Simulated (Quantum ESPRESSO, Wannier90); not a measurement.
## Tight-binding from DFT: CsGeBr₃ (R3m)

```
begin unit_cell_cart
ang
    3.9692851538    2.2916678520    3.3349700000
   -3.9692851538    2.2916678520    3.3349700000
    0.0000000000   -4.5833357041    3.3349700000
end unit_cell_cart
begin atoms_frac
Cs   0.0013000000  0.0013000000  0.0013000000
Ge   0.4770800000  0.4770800000  0.4770800000
Br   0.0286600000 -0.4945350000 -0.4945350000
Br  -0.4945350000  0.0286600000 -0.4945350000
Br  -0.4945350000 -0.4945350000  0.0286600000
end atoms_frac
```

Structure: Materials Project mp-1068340, symmetrised, not relaxed again. Not found in the COD (Crystallography Open Database) copy used; not checked further. Method: PBEsol plane waves in Quantum ESPRESSO 7.5 (PseudoDojo norm-conserving files, 63 Ry, spinors with spin-orbit coupling), Bloch states on a 4×4×4 mesh through Γ, Wannier90 4.0.1. Density: 6×6×6 mesh, cold smearing 0.01 Ry.

Bands 13-18 form an isolated set from -15.36 to -14.65 eV relative to the valence-band maximum (on the path) and are turned into 6 Wannier functions by minimising the spread from the start: atomic waves Br 4s.

### Question
Where do the functions sit, how wide are they and what are they made of?

### Answer
```csv
functions,spread (Å²),"nearest atom, distance (Å)","second atom, distance (Å)",weight on atomic waves
6,1.04,Br 0.08,Ge 2.46,"Br 4s 90 %, Ge 4p 5 %"
```

Ω_I = 6.21 Å², Ω_total = 6.22 Å²; the interpolated bands follow pw.x to 0.0 meV rms on the path. Only this start was tried; a symmetric start can stop on a saddle, and mixtures of these functions could lower the total by at most Ω_total − Ω_I.
